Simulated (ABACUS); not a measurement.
A self-consistent single point of Ge (P6_3/mmc, 8 atoms in the cell; from Materials Project mp-1091415) with ABACUS.

Method: PBEsol, PseudoDojo 0.4 standard norm-conserving PBEsol (tails mended) pseudopotentials (plane waves; ABACUS 3.10.1).

```xyz
8
Lattice="4.0031 0.0000 0.0000 -2.0016 3.4668 0.0000 0.0000 0.0000 13.1567" Properties=species:S:1:pos:R:3 pbc="T T T"
Ge     0.0000     0.0000     5.3528
Ge     0.0000     0.0000     7.8039
Ge     0.0000     0.0000    11.9312
Ge     0.0000     0.0000     1.2255
Ge     0.0000     2.3112     4.5267
Ge     2.0016     1.1556     8.6300
Ge     2.0016     1.1556    11.1051
Ge     0.0000     2.3112     2.0517
```

Reference input (self-consistent single point, DFT, PBEsol, plane waves, PseudoDojo 0.4 standard norm-conserving PBEsol (tails mended) pseudopotentials): KPT = Gamma 4 4 1 0 0 0; basis_type = pw; ecutwfc = 78 Ry; smearing_method = fd; smearing_sigma = 0.00734986 Ry; potentials = PseudoDojo 0.4 standard norm-conserving PBEsol (tails mended); symmetry = 1; ks_solver = cg; scf_nmax = 100; scf_thr = 1.0e-09 Ry; mixing_type = broyden; mixing_beta = 0.7. This run's input differs from it in these lines:

```diff
@@ -9,3 +9,3 @@
 smearing_method      fd
-smearing_sigma       0.00734986
+smearing_sigma       0.0146997
 ks_solver            cg
```

Output, abridged:

```
 SELF-CONSISTENT
 -------------------------------------------
                                 init_chg = atomic

 PW ALGORITHM --------------- ION=   1  ELEC=   1--------------------------------
 Notice: Threshold on eigenvalues was too large.

 Density error is 0.132189526415
                          Error Threshold = 8.28903287928e-05
 E_KohnSham     -1427.1862620507     -19417.8652712111
 E_Fermi        0.6604463625         8.9858337534

 PW ALGORITHM --------------- ION=   1  ELEC=   2--------------------------------

 Density error is 0.0127632246592
                          Error Threshold = 0.00011802636287
   [... lines left out ...]

 Density error is 1.80357823129e-08
                          Error Threshold = 6.36447163452e-11
 E_KohnSham     -1427.1884040452     -19417.8944145406
 E_Fermi        0.6794293625         9.2441107188

 PW ALGORITHM --------------- ION=   1  ELEC=  10--------------------------------

 Density error is 5.85643906102e-10
                          Error Threshold = 1.6103377065e-11
 E_KohnSham     -1427.1884040513     -19417.8944146241
 E_KS(sigma->0) -1427.1806341014     -19417.7886990323
 E_entropy(-TS) -0.0155398998        -0.2114311836
 E_Fermi        0.6794281787         9.2440946127
 charge density convergence is achieved
 final etot is -19417.894415 eV
 EFERMI = 9.2440946127 eV

 STATE ENERGY(eV) AND OCCUPATIONS    NSPIN == 1
   [... 65 lines left out ...]

 TOTAL-FORCE (eV/Angstrom)
                       Ge1        -0.0000189839         0.0000109604         0.0639689174
                       Ge2         0.0000189839        -0.0000109604        -0.0639689174
                       Ge3         0.0000189839        -0.0000109604         0.0639689174
                       Ge4        -0.0000189839         0.0000109604        -0.0639689174
                       Ge5         0.0000395812        -0.0000228522        -0.0077305731
                       Ge6        -0.0000395812         0.0000228522         0.0077305731
                       Ge7        -0.0000395812         0.0000228522        -0.0077305731
   [... lines left out ...]

 TOTAL-STRESS (KBAR)
        13.8775976605        -0.0007073467         0.0000000000
        -0.0007073467        13.8767777998        -0.0000000000
         0.0000000000         0.0000000000       -12.8094880985
 TOTAL-PRESSURE: 4.981629 KBAR

 --------------------------------------------
 !FINAL_ETOT_IS -19417.8944146240974078 eV
 --------------------------------------------
```

The run converged in 10 iterations. Against the reference run the free energy goes down by 10.2 meV/atom, the pressure moves little (0.58 to 0.50 GPa) and the largest force hardly changes (0.060 to 0.064 eV/Å).

This run is one point of a test of settings, so its values need not be converged; read them against the reference run alone. The structure comes from a collection of computed structures, made at another level of theory; the collection holds predicted forms beside known ones. No clean gap shows at this smearing width and mesh (spacing up to 0.48 Å⁻¹); the mesh is coarse for partly filled bands, so the values carry mesh errors. Semi-local functionals can close small gaps.

Cost on one core: roughly 10 core-minutes.

“Tails mended”: in these copies of the files the far tail of each local potential was reset to the Coulomb form.
